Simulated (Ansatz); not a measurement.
MgH2:
```xyz
6
Lattice="4.5174 0.0000 0.0000 0.0000 4.5174 0.0000 0.0000 0.0000 3.0126" Properties=species:S:1:pos:R:3 pbc="T T T"
Mg     0.0000     0.0000     0.0000
Mg     2.2587     2.2587     1.5063
H      1.3752     1.3752     0.0000
H      0.8835     3.6339     1.5063
H      3.1422     3.1422     0.0000
H      3.6339     0.8835     1.5063
```

Relaxed with PBE. Special points in fractions of this cell's reciprocal vectors: Γ (0.000, 0.000, 0.000); X (0.000, 0.500, 0.000); M (0.500, 0.500, 0.000); Z (0.000, 0.000, 0.500); R (0.000, 0.500, 0.500); A (0.500, 0.500, 0.500).

**Question.** List the band energies nearest the valence-band maximum at these points for plane-wave PAW PBE (Ansatz code).

**Answer.** In eV from the valence-band maximum; about four levels below and three above (degenerate sets whole), none deeper than 8.9 eV; points with the same levels are listed once.

```tsv
k	below	above
Γ	-6.42 -1.45 -1.45 -0.44	4.74 5.01 9.14 9.14
X	-4.81 -4.81 -0.51 -0.51	5.33 5.33 10.05 10.05
M	-3.75 -3.75 -2.71 -2.71	9.02 9.02 9.16 9.16
Z	-2.99 -2.99 -0.08 -0.08	6.31 6.31 6.81 6.81
R	-2.25 -2.25 -1.07 -1.07	5.17 5.17 6.81 6.81
A	-1.87 -1.87 -0.93 -0.93	3.86 3.86 4.20 4.20
```

Space group P4_2/mnm (rutile). Symmetry was held in the PBE relaxation; phonons on a q-mesh show no instability.

Potentials: the later of the program's two PAW sets.
